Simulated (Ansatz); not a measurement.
CsCu2I3: pressure and gap against volume

A database entry relaxed whole under r2SCAN (Cmcm):

```xyz
12
Lattice="5.0827 -6.7089 0.0000 5.0827 6.7089 0.0000 0.0000 0.0000 6.2938" Properties=species:S:1:pos:R:3 pbc="T T T"
Cs    5.0827    2.2023    1.5734
Cs    5.0827   -2.2023    4.7203
Cu    8.8607    0.0000    0.0000
Cu    1.3047    0.0000    3.1469
Cu    1.3047    0.0000    0.0000
Cu    8.8607    0.0000    3.1469
I     5.0827   -5.0215    1.5734
I     5.0827    5.0215    4.7203
I     7.3611   -1.5002    1.5734
I     2.8044    1.5002    4.7203
I     7.3611    1.5002    4.7203
I     2.8044   -1.5002    1.5734
```

The cell was scaled uniformly, its shape held, and the atoms relaxed at each volume with plane-wave PAW DFT (Ansatz 0.2.0; r2SCAN, 500 eV, 4×4×6 Γ-centred mesh, fermi-dirac occupations of width 0.020 eV; no spin, no spin-orbit coupling). One row is withheld.

```tsv
volume (Å³/atom)	energy over the lowest (meV/atom)	pressure (GPa)	gap over mesh and path (eV)
33.623	6.1	1.01	2.430
34.338	2.5	0.61	2.404
35.054	0.6	0.27	2.378
35.769	0.0	-0.01	2.357
36.484	0.6	-0.26	2.333
37.200	?	?	?
37.915	4.7	-0.63	2.287
```

Task: Fit the pressures of the other rows to the third-order Birch-Murnaghan form.

Result: With f = [(V₀/V)^(2/3) − 1]/2 and P = 3B₀f(1 + 2f)^(5/2)[1 + 3(B₀′ − 4)f/2], least squares gives V₀ = 35.73 Å³ an atom, B₀ = 13.3 GPa and B₀′ = 7.2; the rows miss the fit by less than 0.01 GPa. The slope of the energies differs from these pressures by less than 0.05 GPa.

Task: How does the gap move with volume?

Result: A parabola in ln(V/V₀) through the other rows has the slope dE_g/d ln V = -1.2 eV at V₀, so by B₀ the gap moves by +88 meV a GPa at this fixed shape: it widens under pressure.

Task: What does the withheld row hold?

Result: The fit gives -0.46 GPa at 37.200 Å³; the run gave -0.47 GPa and 2.3 meV an atom. Its gap is 2.309 eV, against 2.310 eV from the parabola.

Caveats: the shape of the cell was held, so B₀ is an upper bound where the axes differ in stiffness; 0 K, fixed nuclei; the symmetry was kept, and this need not be the phase that is stable at 0 K; one mesh for all volumes; r2SCAN gaps lie as a rule under measured ones; the slope of the gap can be off by tens of per cent, more where shallow d levels or spin-orbit coupling act on the edges; no spin-orbit coupling, which narrows gaps of heavier elements; pressure is positive in compression.
